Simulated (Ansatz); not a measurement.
Consider the following.

TiNi:
```xyz
4
Lattice="4.1701 0.0000 0.0000 0.0000 2.6404 0.0000 0.0000 0.0000 4.5517" Properties=species:S:1:pos:R:3 pbc="T T T"
Ti     1.0425     1.3202     3.2493
Ti     3.1276     1.3202     1.3024
Ni     1.0425     0.0000     0.8240
Ni     3.1276     0.0000     3.7276
```

This is the LDA-relaxed structure.

Task: All from LDA (plane waves, PAW; program Ansatz), unless another level is named. Estimate the density of states at the Fermi level.

Result: 1.0 states/eV per atom (mean over ±0.08 eV).

Task: And the formation energy from the elements (no fitted shifts)?

Result: -40 kJ/mol of atoms.

Space group Pmma. The first step of the workflow began from a Materials Project structure, measured or hypothetical; the Crystallography Open Database copy checked does not list it. COD files the formula under space group No. 11, 147. Whether it is the stable phase at ambient conditions was not checked. Symmetry was held in the LDA relaxation; its stability against distortions is not shown here. No spin polarisation was allowed. The references are the lowest solids computed at this level, not always the standard phases.

Potentials: the later of the program's two PAW sets.
